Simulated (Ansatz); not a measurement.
WC (WC type, space group P-6m2)

```
CELL_PARAMETERS angstrom
      5.82515     0.00000     0.00000
     -1.45629     2.52236     0.00000
      0.00000     0.00000     2.83670
ATOMIC_POSITIONS crystal
  W  0.00000 0.00000 0.00000
  W  0.50000 0.00000 0.00000
  C  0.33333 0.33333 0.50000
  C  0.83333 0.33333 0.50000
```

In each cell atom 1 (W, nearest neighbour C at 2.200 Å; its periodic images, 2.8 Å or more away, move with it) moves by s·(1.000, 0.000, 0.000) (along Cartesian x), the rest being held.

Calculation: r2SCAN (plane waves to 500 eV, PAW, scalar-relativistic; Ansatz, a quantum-chemistry and plane-wave program). k mesh 15×15×13 (Γ-centred), Fermi-Dirac smearing 0.05 eV. With partly filled bands, energies and forces of such displacements shift with the k mesh and the smearing. F∥ is the force on the atom along that direction. Spin-orbit coupling is left out, though W is heavy. The PAW data are Ansatz's earlier set. WC is run without spin polarisation. WC was relaxed with its symmetry unable to fall. 

```json
[
 {"s (Å)": "-0.440", "F∥ (eV/Å)": "11.619"},
 {"s (Å)": "-0.352", "F∥ (eV/Å)": "9.363"},
 {"s (Å)": "-0.264", "F∥ (eV/Å)": "7.153"},
 {"s (Å)": "-0.176", "F∥ (eV/Å)": "4.888"},
 {"s (Å)": "-0.088", "F∥ (eV/Å)": "2.503"},
 {"s (Å)": "0.000", "F∥ (eV/Å)": "-0.002"},
 {"s (Å)": "0.088", "F∥ (eV/Å)": "-2.592"},
 {"s (Å)": "0.176", "F∥ (eV/Å)": "-5.218"},
 {"s (Å)": "0.264", "F∥ (eV/Å)": "-7.801"},
 {"s (Å)": "0.352", "F∥ (eV/Å)": "-10.287"},
 {"s (Å)": "0.440", "F∥ (eV/Å)": "-12.547"}
]
```

Problem. What is the force constant k = d²E/ds² of this move at s = 0?

Solution. 29.0 eV/Å². The forces along the line at the two nearest points give (2.503 − (-2.592)) / (2·0.088) = 28.95 eV/Å²; the next pair corrects for the finite step.

(A displaced cell: forces are minus the slopes of the energy, force constants its curvatures, and phonons follow from these.)
